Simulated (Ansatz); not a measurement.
Is this MgZrH5 structure stable?

It was reached by relaxing an invented guess, and it needn't be the stable form of this composition.

The calculation used DFT PBE, scalar-relativistic, plane waves, PAW (Ansatz 0.2.0). Plane waves to 420 eV, a 10×10×8 mesh through Γ for the 7-atom cell and 0.10 eV Gaussian smearing; no spin polarisation.

```yaml
crystal:
  lattice:
    - [3.51388, 0.00000, 0.00000]
    - [0.00000, 3.51388, 0.00000]
    - [0.00000, 0.00000, 4.40751]
  atoms:
    - { symbol: Mg, position: [0.50000, 0.50000, 0.00000] }
    - { symbol: Zr, position: [0.00000, 0.00000, 0.50000] }
    - { symbol: H, position: [0.00000, 0.50000, 0.26468] }
    - { symbol: H, position: [0.00000, 0.50000, 0.73532] }
    - { symbol: H, position: [0.50000, 0.00000, 0.26468] }
    - { symbol: H, position: [0.50000, 0.00000, 0.73532] }
    - { symbol: H, position: [0.00000, 0.00000, 0.00000] }
```

Formation energies are uncorrected and refer to the elements' standard structures at the same level (H₂ as a molecule).

Question: These tests were run: energy against the elements; phonons at Γ. What do they show?

Answer:

| test | result |
| --- | --- |
| energy against the elements | −0.29 eV/atom |
| phonons at Γ | imaginary modes down to 650i cm⁻¹ |

It fails one test: phonons at Γ. So it isn't even a local minimum.

With hydrogen, zero-point motion can shift formation energies by some tens of meV/atom. The run for the phonons used a 10×10×8 k mesh and Fermi–Dirac smearing of 0.15 eV.
